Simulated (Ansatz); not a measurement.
# TiB₂: one input, then a changed one

Structure from Materials Project entry mp-1145 (possibly hypothetical). The listed cell was then made from it by scaling, straining or moving an atom.

First run: DFT, LDA, PAW with Ansatz's default frozen-core files, scalar-relativistic (Ansatz 0.2.0).

Command: `ansatz run input.yaml --threads 1 --pin off --max-ram 3072MiB --backend cpu --events-out ev --progress --plain --runs-dir out` The run took 18 s on 1 thread of Arm Neoverse V2, on a shared host, peak memory 0.36 GiB.

```yaml
crystal:
  lattice:
    - [3.0657467113, 0.0, 0.0]
    - [-1.5328733556, 2.6550145336, 0.0]
    - [0.0, 0.0, 3.2712563681]
  atoms:
    - { symbol: Ti, position: [0.0, 0.0, 0.0] }
    - { symbol: B, position: [0.3333333333, 0.6666666667, 0.5] }
    - { symbol: B, position: [0.6666666667, 0.3333333333, 0.5] }
kpoints:
  mp_grid: { grid: [12, 12, 10] }
scf:
  occupations: { method: fermi_dirac, width: 0.05 }
hamiltonian:
  xc: lda
  pseudopotentials: { kind: paw }
output:
  forces: true
  stress: true
  efg: { contact_densities: true }
relax:
  f_tol: 0.005
  max_steps: 80
  cell: {}
```

Result: converged; relaxed volume 8.176 Å³/atom; 49 SCF iterations in all.

The input is then changed:

```diff
@@ -11,5 +11,5 @@
   mp_grid: { grid: [12, 12, 10] }
 scf:
-  occupations: { method: fermi_dirac, width: 0.05 }
+  occupations: { method: tetrahedron }
 hamiltonian:
   xc: lda
@@ -19,4 +19,8 @@
   stress: true
   efg: { contact_densities: true }
+  write_density: true
+  write_potential: true
+  elf: true
+  volumetric_format: npy
 relax:
   f_tol: 0.005
```

What does the second run give?

It converged; energy at zero smearing +0.4 meV/atom from the first run; relaxed volume 8.173 Å³/atom; 49 SCF iterations in all.
